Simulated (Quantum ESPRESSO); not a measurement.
Convergence test: Na₂S

```
Na2S
1.0
    0.00000     3.24915     3.24915
    3.24915     0.00000     3.24915
    3.24915     3.24915     0.00000
Na S
2 1
Cartesian
  1.62458   1.62458   1.62458
  4.87373   4.87373   4.87373
  0.00000   0.00000   0.00000
```
The geometry is a computed Materials Project entry, not a measured one. It is Na2S in Fm-3m; whether this form has been observed was not checked. Stability against distortions was not tested.

Method: GIPAW with PBE in a modified build of Quantum ESPRESSO, on JTH PAW datasets; kept fixed: 30 Ha, k-mesh 5×5×5 shifted. Costs are rough, from a shared machine. Shieldings are absolute and leave out the bulk-susceptibility term; a larger σ means a smaller chemical shift. No d partial waves on Na, S: the paramagnetic term there is incompletely reconstructed. Static lattice: thermal averaging is not included.

```csv
ecutrho / ecutwfc,σ_iso S (ppm),f-sum rule missed by (%),rough cost ratio
4,780.8,0.01,about 1
5,779.0,0.00,about 1
6,778.2,0.01,about 1
8,778.5,0.01,about 1
12,778.3,0.00,about 1
```

Largest spread: σ_iso S (ppm) moves over 2.6 across the rows.
